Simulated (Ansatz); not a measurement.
YInAu squeezed and stretched

A database entry relaxed whole under r2SCAN (P-62m):

```xyz
9
Lattice="7.6771 0.0000 0.0000 -3.8385 6.6485 0.0000 0.0000 0.0000 4.0243" Properties=species:S:1:pos:R:3 pbc="T T T"
Y     4.5643    0.0000    2.0121
Y     1.5564    2.6957    2.0121
Y    -2.2822    3.9528    2.0121
In    1.9875    0.0000    0.0000
In    2.8448    4.9273    0.0000
In   -0.9938    1.7212    0.0000
Au    0.0000    4.4324    0.0000
Au    3.8385    2.2162    0.0000
Au    0.0000    0.0000    2.0121
```

The cell was scaled uniformly, its shape held, and the atoms relaxed at each volume with plane-wave PAW DFT (Ansatz 0.2.0; r2SCAN, 500 eV, 5×5×8 Γ-centred mesh, fermi-dirac occupations of width 0.100 eV; no spin, no spin-orbit coupling). One row is withheld.

```csv
volume (Å³/atom),energy over the lowest (meV/atom),pressure (GPa)
21.453,26.7,6.72
21.910,11.3,4.22
22.366,?,?
22.823,0.0,0.01
23.279,2.7,-1.76
23.736,10.1,-3.33
24.192,21.8,-4.73
```

Task: Fit the pressures of the other rows to the third-order Birch-Murnaghan form.

Result: With f = [(V₀/V)^(2/3) − 1]/2 and P = 3B₀f(1 + 2f)^(5/2)[1 + 3(B₀′ − 4)f/2], least squares gives V₀ = 22.82 Å³ an atom, B₀ = 93.5 GPa and B₀′ = 4.8; the rows miss the fit by less than 0.01 GPa. The slope of the energies differs from these pressures by 0.05 GPa, since they are taken to zero smearing while pressures follow the free energy.

Task: What does the withheld row hold?

Result: The fit gives 1.99 GPa at 22.366 Å³; the run gave 1.99 GPa and 2.7 meV an atom.

Caveats: the shape of the cell was held, so B₀ is an upper bound where the axes differ in stiffness; 0 K, fixed nuclei; the symmetry was kept, and this need not be the phase that is stable at 0 K; one mesh for all volumes; pressure is positive in compression.
